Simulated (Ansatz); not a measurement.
Co:
Space group P6₃/mmc (No. 194); a = b = 2.472 Å, c = 8.073 Å, α = β = 90.00°, γ = 120.00°

```json
[
 {"atom": "Co", "site": "2a", "symmetry": "-3m.", "x": "0.0000", "y": "0.0000", "z": "0.0000"},
 {"atom": "Co", "site": "2c", "symmetry": "-6m2", "x": "0.3333", "y": "0.6667", "z": "0.2500"}
]
```
The run is spin-polarised.

Relaxed at zero pressure with r²SCAN in the plane-wave PAW code Ansatz.

The volume is lowered by 9 % and shape and atoms relax at that volume. What pressure results, and how do the axes share the change?

26.1 GPa; a -3.0 %, b -3.0 %, c -3.2 %; the energy rises by 71 meV/atom.

Give the new structure.


Space group P6₃/mmc (No. 194); a = 2.397 Å, b = 2.397 Å, c = 7.813 Å, α = 90.00°, β = 90.00°, γ = 120.00°

| atom | site | symmetry | x | y | z |
|---|---|---|---|---|---|
| Co | 2a | -3m. | 0.0000 | 0.0000 | 0.0000 |
| Co | 2c | -6m2 | 0.3333 | 0.6667 | 0.2500 |

The phase is kept; no other phase was compared at this pressure.

Space group P6_3/mmc (dhcp (α-La type)). The workflow started from a Materials Project entry (that database holds measured and hypothetical structures alike). Its sites differ from those of the usual phase in this space group: another stacking or structure type. Symmetry was held in the r²SCAN relaxation; whether a distortion lowers the energy is not shown. Magnetic state: ferromagnetic, chosen from 5 collinear starts compared on coarse meshes (ties went to the first, and starts can fall back to one state), not a proven ground state. Other orbital occupations within this spin state were not tried. Axis ratios of metals converge slowly with the k-mesh, so a and c are less sure than the volume.

Potentials: the earlier of the program's two PAW sets.
